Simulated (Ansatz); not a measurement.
Ge2BN:
Space group R3m, hexagonal axes (No. 160); a = b = 3.3486 Å, c = 16.5107 Å, α = β = 90.00°, γ = 120.00°

```tsv
atom	site	symmetry	x	y	z
B	3a	3m	0.0000	0.0000	0.0139
N	3a	3m	0.0000	0.0000	0.1090
Ge	3a	3m	0.0000	0.0000	0.4891
Ge	3a	3m	0.0000	0.0000	0.6380
```
(The calculation used a cell of 4 atoms; values per cell refer to that cell.)

Relaxed with PBE+D3(BJ).

**Question.** Which orbitals make up the states near the Fermi level in PBE+D3(BJ) in the plane-wave PAW code Ansatz?

**Answer.** Within 0.5 eV of the Fermi level: Ge 4p 42 %, B 2p 22 %, N 2p 12 %, Ge 4s 10 %, N 2s 9 %. Projections are on Löwdin-orthogonalised atomic valence shells; empty p or d shells of many metals are not among them.

**Question.** Tabulate the density of states.

**Answer.** States/eV per cell of 4 atoms, in 0.25 eV bins, energy from the Fermi level.

```
E (eV)  total  Ge 4p  N 2p  B 2p
------  -----  -----  ----  ----
-7.85    0.96   0.23  0.38  0.08
-7.60    0.81   0.18  0.33  0.09
-7.35    0.94   0.21  0.40  0.11
-7.10    1.09   0.25  0.51  0.12
-6.85    1.26   0.32  0.61  0.12
-6.60    1.69   0.46  0.86  0.14
-6.35    1.62   0.42  0.88  0.15
-6.10    1.50   0.39  0.83  0.16
-5.85    1.59   0.40  0.92  0.18
-5.60    1.84   0.49  0.98  0.25
-5.35    1.63   0.48  0.73  0.29
-5.10    1.82   0.56  0.72  0.37
-4.85    1.98   0.62  0.72  0.42
-4.60    1.95   0.68  0.59  0.38
-4.35    1.73   0.73  0.34  0.29
-4.10    1.23   0.51  0.25  0.22
-3.85    1.00   0.41  0.21  0.18
-3.60    0.88   0.37  0.19  0.16
-3.35    0.82   0.34  0.18  0.15
-3.10    0.82   0.35  0.18  0.15
-2.85    1.21   0.60  0.24  0.22
-2.60    1.58   0.84  0.29  0.31
-2.35    1.19   0.63  0.18  0.29
-2.10    0.91   0.46  0.10  0.29
-1.85    0.86   0.41  0.07  0.31
-1.60    0.91   0.43  0.06  0.35
-1.35    1.06   0.48  0.06  0.43
-1.10    1.07   0.47  0.07  0.43
-0.85    0.81   0.35  0.05  0.34
-0.60    0.65   0.28  0.04  0.26
-0.35    0.90   0.38  0.08  0.25
-0.10    0.87   0.38  0.09  0.19
0.15     1.13   0.48  0.14  0.22
0.40     1.33   0.56  0.19  0.23
0.65     1.63   0.70  0.24  0.26
0.90     1.55   0.66  0.27  0.16
1.15     1.53   0.64  0.31  0.09
1.40     1.47   0.56  0.33  0.08
1.65     1.35   0.51  0.32  0.08
1.90     0.96   0.39  0.20  0.07
2.15     1.03   0.45  0.22  0.08
2.40     1.23   0.56  0.28  0.08
2.65     1.26   0.56  0.32  0.08
2.90     1.35   0.60  0.33  0.10
3.15     1.14   0.61  0.15  0.11
3.40     1.44   0.71  0.12  0.15
3.65     1.33   0.65  0.11  0.13
3.90     1.48   0.72  0.12  0.17
4.15     1.74   1.00  0.16  0.20
4.40     2.13   1.25  0.22  0.24
4.65     1.53   0.84  0.16  0.18
```

The start of the workflow was typed in or built on a structure type; neither database checked (COD, Materials Project) lists it. Whether it is the stable phase at ambient conditions was not checked. Symmetry was held in the PBE+D3(BJ) relaxation; whether a distortion lowers the energy is not shown. Its formation energy is positive at this level, so the cell may be metastable or incomplete. Scalar-relativistic: spin–orbit coupling is off unless named, which matters more the heavier the elements.

Potentials: the earlier of the program's two PAW sets.
